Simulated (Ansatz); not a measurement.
CdTe:
```cif
data_CdTe
_chemical_formula_sum 'Te1 Cd1'
_space_group_name_H-M_alt 'P 1'
_space_group_IT_number 1
_cell_length_a 4.63708
_cell_length_b 4.63708
_cell_length_c 4.63708
_cell_angle_alpha 60.000
_cell_angle_beta 60.000
_cell_angle_gamma 60.000
loop_
_space_group_symop_operation_xyz
  'x, y, z'
loop_
_atom_site_label
_atom_site_type_symbol
_atom_site_fract_x
_atom_site_fract_y
_atom_site_fract_z
_atom_site_occupancy
Te1 Te 0.75000 0.75000 0.75000 1
Cd1 Cd 0.00000 0.00000 0.00000 1
```

Relaxed with r²SCAN. Independent-particle spectrum: no excitons, no local fields, no scissors shift; 0.1 eV broadening; ε₁ of the summed bands alone.

Problem. Tabulate the dielectric function from plane-wave PAW r²SCAN (Ansatz code).

Solution. 

| E (eV) | ε₁ xx | ε₂ xx |
|---|---|---|
| 0.0 | 7.53 | 0.00 |
| 0.4 | 7.62 | 0.00 |
| 0.8 | 7.93 | 0.00 |
| 1.2 | 8.87 | 0.39 |
| 1.6 | 8.89 | 1.26 |
| 2.0 | 9.21 | 1.71 |
| 2.4 | 10.07 | 2.31 |
| 2.8 | 12.26 | 4.65 |
| 3.2 | 7.72 | 8.20 |
| 3.6 | 6.45 | 6.89 |
| 4.0 | 6.90 | 6.47 |
| 4.4 | 9.17 | 8.07 |
| 4.8 | 1.24 | 18.06 |
| 5.2 | -2.46 | 8.63 |
| 5.6 | -0.58 | 5.99 |
| 6.0 | 2.21 | 7.83 |
| 6.4 | -2.45 | 7.85 |
| 6.8 | -3.12 | 5.23 |
| 7.2 | -2.69 | 4.47 |
| 7.6 | -3.10 | 3.25 |
| 8.0 | -2.41 | 1.92 |
| 8.4 | -1.60 | 1.91 |
| 8.8 | -1.40 | 1.61 |
| 9.2 | -1.29 | 1.43 |
| 9.6 | -0.91 | 1.29 |
| 10.0 | -0.90 | 1.17 |
| 10.4 | -0.67 | 0.88 |
| 10.8 | -0.46 | 0.89 |
| 11.2 | -0.29 | 0.84 |
| 11.6 | -0.25 | 0.96 |
| 12.0 | -0.34 | 0.70 |

Problem. From ε at 1.4 eV (xx: 8.89 + 0.98i), find n, k, the normal reflectivity and the absorption coefficient.

Solution. n = 2.99, k = 0.164, R = 25 %, α = 2kE/ħc = 23000 cm⁻¹.

With all bands, ε∞ without local fields is 7.68.

Space group F-43m (zinc blende). The cell was relaxed with r²SCAN under the symmetry of its start. Scalar-relativistic: spin–orbit coupling is off unless named, which matters more the heavier the elements.

Potentials: the later of the program's two PAW sets.
